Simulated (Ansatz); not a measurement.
MoPt:
```yaml
crystal:
  lattice:
    - [2.69970, 0.00000, 0.00000]
    - [0.00000, 2.69970, 0.00000]
    - [0.00000, 0.00000, 4.09012]
  atoms:
    - { symbol: Pt, position: [0.00000, 0.00000, 0.00000] }
    - { symbol: Mo, position: [0.50000, 0.50000, 0.50000] }
```

Relaxed with PBEsol. Special points in fractions of this cell's reciprocal vectors: Γ (0.000, 0.000, 0.000); X (0.000, 0.500, 0.000); M (0.500, 0.500, 0.000); Z (0.000, 0.000, 0.500); R (0.000, 0.500, 0.500); A (0.500, 0.500, 0.500).

Problem. List the band energies nearest the Fermi level at these points for plane-wave PAW PBEsol with spin–orbit coupling (Ansatz code).

Solution. In eV from the Fermi level; about four levels below and three above (degenerate sets whole), none deeper than 8.9 eV; points with the same levels are listed once.

```csv
k,below,above
Γ,-1.31 -1.31 -0.98 -0.98,1.30 1.30 2.48 2.48
X,-2.80 -2.80 -2.20 -2.20,0.02 0.02 1.48 1.48
M,-6.72 -6.72 -6.56 -6.56,0.07 0.07 0.09 0.09
Z,-1.49 -1.49 -1.16 -1.16,0.70 0.70 0.87 0.87
R,-2.45 -2.45 -0.78 -0.78,0.41 0.41 0.44 0.44
A,-3.04 -3.04 -2.92 -2.92,0.20 0.20 0.64 0.64
```

Space group P4/mmm (L1₀ or tetragonal B2). The start of the workflow was typed in or built on a structure type; neither database checked (COD, Materials Project) lists it. Its standing as an ambient phase is unchecked. The cell was relaxed with PBEsol under the symmetry of its start; whether a distortion lowers the energy is not shown. No spin polarisation was allowed.

Potentials: the later of the program's two PAW sets.
